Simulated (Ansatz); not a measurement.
P2W:
```
P2W
1.0
    1.57440    -5.56650     0.00000
    1.57440     5.56650     0.00000
    0.00000     0.00000     4.95509
P W
4 2
Direct
  0.07008   0.92992   0.38276
  0.92992   0.07008   0.88276
  0.79703   0.20297   0.20056
  0.20297   0.79703   0.70056
  0.40685   0.59315   0.49968
  0.59315   0.40685   0.99968
```

Relaxed with PBEsol. Special points in fractions of this cell's reciprocal vectors: Γ (0.000, 0.000, 0.000); Y (-0.500, 0.500, 0.000); C0 (-0.270, 0.730, 0.000); Σ0 (0.270, 0.270, 0.000); Z (0.000, 0.000, 0.500); A0 (0.270, 0.270, 0.500); E0 (-0.270, 0.730, 0.500); T (-0.500, 0.500, 0.500); S (0.000, 0.500, 0.000); R (0.000, 0.500, 0.500).

Question: List the band energies nearest the Fermi level at these points for DFT-PBEsol in the program Ansatz with PAW potentials.

Answer: In eV from the Fermi level; about four levels below and three above (degenerate sets whole), none deeper than 8.9 eV; points with the same levels are listed once.

| k | below | above |
|---|---|---|
| Γ | -2.17 -1.58 -1.28 -0.91 | 0.27 1.32 1.34 |
| Y | -1.44 -1.20 -0.76 -0.15 | 0.50 1.02 2.25 |
| C0 | -3.37 -3.22 -2.41 -1.99 | 0.07 1.39 2.02 |
| Z | -1.18 -1.18 -0.21 -0.21 | 0.95 0.95 1.97 1.97 |
| A0 | -3.25 -3.25 -1.28 -1.28 | 1.82 1.82 2.66 2.66 |
| T | -1.81 -1.81 -1.18 -1.18 | 0.99 0.99 2.79 2.79 |
| S | -3.72 -3.03 -2.80 -1.68 | 0.17 1.05 2.32 |
| R | -3.38 -3.38 -1.08 -1.08 | 1.26 1.26 2.69 2.69 |

Space group Cmc2_1. The first step of the workflow began from a Materials Project structure, measured or hypothetical; the Crystallography Open Database files this formula in space group No. 36, but the cells were not matched. Whether it is the stable phase at ambient conditions was not checked. Symmetry was held in the PBEsol relaxation; of distortions, only those at the zone centre were tested. No spin polarisation was allowed. Scalar-relativistic: spin–orbit coupling is off unless named, which matters more the heavier the elements.

Potentials: the later of the program's two PAW sets.
